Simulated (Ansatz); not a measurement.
Li$_{3}$Bi in space group Fm-3m (No. 225; Li on 8c, Li on 4b, Bi on 4a) under volume change, r²SCAN (plane waves, PAW; program Ansatz), scaled uniformly.

```
V (Å³/atom)  E − E(relaxed) (meV/atom)  P (GPa)
-----------  -------------------------  -------
17.113                            16.5     3.37
17.677                             ___      ___
18.241                             1.7     0.97
18.805                             0.0     0.01
19.369                             ___      ___
19.933                             5.7    -1.54
20.498                            12.2    -2.16
```

Task: Some entries are withheld; supply them.

Result: 
- 19.369, E − E(relaxed) (meV/atom): 1.5
- 19.369, P (GPa): -0.82
- 17.677, E − E(relaxed) (meV/atom): 7.0
- 17.677, P (GPa): 2.08

Task: What does a third-order Birch–Murnaghan fit give for V₀, B₀ and B′?

Result: V₀ = 18.81 Å³/atom, B₀ = 29.7 GPa, B′ = 3.9.

The workflow started from a Materials Project entry (that database holds measured and hypothetical structures alike); the Crystallography Open Database copy checked does not list it. With Li and Bi taken as one species the cell has the higher symmetry Im-3m, so it may be an ordered model of a mixed-site phase. Its standing as an ambient phase is unchecked. Symmetry was held in the r²SCAN relaxation; its stability against distortions is not shown here. Spin–orbit coupling is left out wherever it is not named.

Potentials: the later of the program's two PAW sets.
